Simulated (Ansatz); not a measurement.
# Piezoelectric tensor of BAs at 11 GPa (stress–strain coefficients)

Theory: Ansatz 0.2.0, DFT LDA, scalar-relativistic, plane waves, PAW. Cutoff 420 eV, 10×10×10 k-points (Γ-centred), fixed occupations. No spin polarisation.

The cell, relaxed at 11 GPa:
```xyz
2
Lattice="0.0000 2.3150 2.3150 2.3150 0.0000 2.3150 2.3150 2.3150 0.0000" Properties=species:S:1:pos:R:3 pbc="T T T"
B     0.0000    0.0000    0.0000
As    3.4725    3.4725    3.4725
```

Question: Give the relaxed-ion proper piezoelectric stress tensor e_iJ (C/m², Voigt columns xx yy zz yz xz xy).

Answer:
```
x   0.000 0.000 0.000 0.186 0.000 0.000
y   0.000 0.000 0.000 0.000 0.186 0.000
z   0.000 0.000 0.000 0.000 0.000 0.186
```
Signs follow the orientation of the cell as given.

Question: With the elastic constants (GPa, Voigt order)
C11 = 340.2, C12 = 114.9, C13 = 114.9, C22 = 340.2, C23 = 114.9, C33 = 340.2, C44 = 175.1, C55 = 175.1, C66 = 175.1 GPa; the others vanish.
find the strain coefficients d = e·C⁻¹ (pC/N).

Answer:
```
x   0.00 0.00 0.00 1.06 0.00 0.00
y   0.00 0.00 0.00 0.00 1.06 0.00
z   0.00 0.00 0.00 0.00 0.00 1.06
```

Cost: 1 run of about 2.5 core-minutes, on Intel Xeon Processor @ 2.50GHz (Skylake/Cascade Lake) (shared hosts).